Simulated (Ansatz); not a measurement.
Below is a relaxed structure of Hf5PbO2. The cell was found from a structure generator's guess, not taken from experiment.

Level of theory: Ansatz 0.2.0, DFT PBE, scalar-relativistic, plane waves, PAW. Cutoff 420 eV, Γ-centred mesh, Gaussian smearing, no spin polarisation.

```
CELL_PARAMETERS angstrom
2.57604 -4.49715 0.00000
2.57604 4.49715 0.00000
0.00000 0.00000 8.88406
ATOMIC_POSITIONS crystal
Hf 0.19166 0.80834 0.28094
Hf 0.80834 0.19166 0.28094
Hf 0.80834 0.19166 0.71906
Hf 0.19166 0.80834 0.71906
Hf 0.50000 0.50000 0.50000
Pb 0.00000 0.00000 0.00000
O 0.00000 0.00000 0.62459
O 0.00000 0.00000 0.37541
```

Formation energies are uncorrected and refer to the elements' standard structures at the same level (O₂ as a molecule).

Question: What space group does it have?

Answer: Cmmm (No. 65). Conventional cell: a = 5.152 Å, b = 8.994 Å, c = 8.884 Å. Around Hf on a site of symmetry m lie 1 O at 1.92 Å, 2 Hf at 2.78 Å, 1 Pb at 3.03 Å, 2 Hf at 3.39–3.45 Å, 1 O at 3.51 Å and 2 Hf at 3.66 Å; around Hf on a site of symmetry mmm lie 4 O at 2.80 Å, 4 Hf at 3.39 Å and 8 Hf at 3.66 Å; Pb has 4 Hf at 3.03 Å and 2 O at 3.34 Å; O has 2 Hf at 1.92 Å, 1 O at 2.21 Å, 2 Hf at 2.80 Å and 1 Pb at 3.34 Å.

Question: How far does it lie from the elements in energy?

Answer: −0.27 eV/atom. It lies below the elements, which doesn't yet make it stable against other compounds or structures.

Question: Is it a metal?

Answer: Yes, bands cross the Fermi level on the 8×8×4 mesh.

The last run used an 8×8×4 mesh (in the run's order of axes) for its 8-atom cell and Gaussian smearing of 0.10 eV. Spin–orbit coupling, which can matter for Hf and Pb, is left out. Symmetry constrained the relaxation, so the result can be a saddle point.
